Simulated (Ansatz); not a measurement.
**Calculated 33S NMR of the central transition for Sn2P2SO12**

Cell: a computed structure from the Materials Project (it need not be an observed phase).

```cif
data_Sn2P2SO12
_symmetry_space_group_name_H-M 'Cc'
_symmetry_Int_Tables_number 9
_cell_length_a 15.1961
_cell_length_b 8.7438
_cell_length_c 9.0714
_cell_angle_alpha 90.000
_cell_angle_beta 123.653
_cell_angle_gamma 90.000
loop_
_atom_site_label
_atom_site_type_symbol
_atom_site_symmetry_multiplicity
_atom_site_Wyckoff_symbol
_atom_site_fract_x
_atom_site_fract_y
_atom_site_fract_z
Sn1 Sn 4 a 0.3957 0.2506 0.9377
Sn3 Sn 4 a 0.6022 0.7583 0.0624
P5 P 4 a 0.4988 0.9596 0.2490
P6 P 4 a 0.8550 0.8946 0.2503
S S 4 a 0.1454 0.8966 0.2505
O11 O 4 a 0.4267 0.0584 0.0836
O12 O 4 a 0.5547 0.3233 0.0912
O13 O 4 a 0.8578 0.8722 0.0838
O17 O 4 a 0.5732 0.9431 0.9138
O18 O 4 a 0.4516 0.6789 0.9163
O19 O 4 a 0.1433 0.1249 0.9105
O23 O 4 a 0.4257 0.1411 0.7749
O24 O 4 a 0.8537 0.9317 0.7745
O25 O 4 a 0.2395 0.1745 0.7706
O29 O 4 a 0.5738 0.8585 0.2286
O30 O 4 a 0.1471 0.0624 0.2273
O31 O 4 a 0.7558 0.8199 0.2250
```

One atom of each set is listed; the run and its k-mesh use a cell of 34 atoms with edges of 8.77, 8.77, 9.07 Å.

Level of theory: DFT, r2SCAN, plane waves and PAW, scalar-relativistic, 500 eV cutoff, Γ-centred 3×3×3 k-points, Fermi–Dirac smearing 0.02 eV (Ansatz 0.2.0).

33S has I = 3/2 and Q = -69.40 mb (Pyykkö 2018); at 35.2 T its Larmor frequency is ν₀ = 115.2 MHz. Only the quadrupole interaction is simulated: positions count from each site's isotropic chemical shift, and J coupling is left out, as are shift anisotropy and dipolar coupling, which fast spinning averages.

(1) Give C_Q, η, the quadrupolar product P_Q = |C_Q|(1 + η²/3)^½, the second-order isotropic shift and the breadth of the pattern (fast magic-angle spinning) for each S site.

## Answers

(1) 

| site | first shell | C_Q (MHz) | η | P_Q (MHz) | δ_QIS (ppm) | breadth (kHz) |
| --- | --- | --- | --- | --- | --- | --- |
| S | 4 O at 1.47–1.48 Å | -2.32 | 0.36 | 2.37 | -10.6 | 2.82 |

δ_QIS = −(ν_Q²/30ν₀²)[I(I+1) − 3/4](1 + η²/3) × 10⁶ ppm with ν_Q = 3|C_Q|/[2I(2I−1)]; it falls as 1/B₀² in ppm, and the breadth as 1/B₀ in kHz.

At this cell the principal stresses reach 5 GPa in size with r2SCAN, which can matter for small gradients. The largest force is 0.4 eV/Å, so the atoms aren't at the calculated equilibrium and relaxing them would move these values.

Hardware: 1 thread of Arm Neoverse V1 (aarch64; 8 cores open to the job, memory cap 2.5 GiB, no GPU), a shared host with a load of 0.5 a core. Wall time 5.2 min, CPU time 5.2 min, peak memory 2.1 GiB.
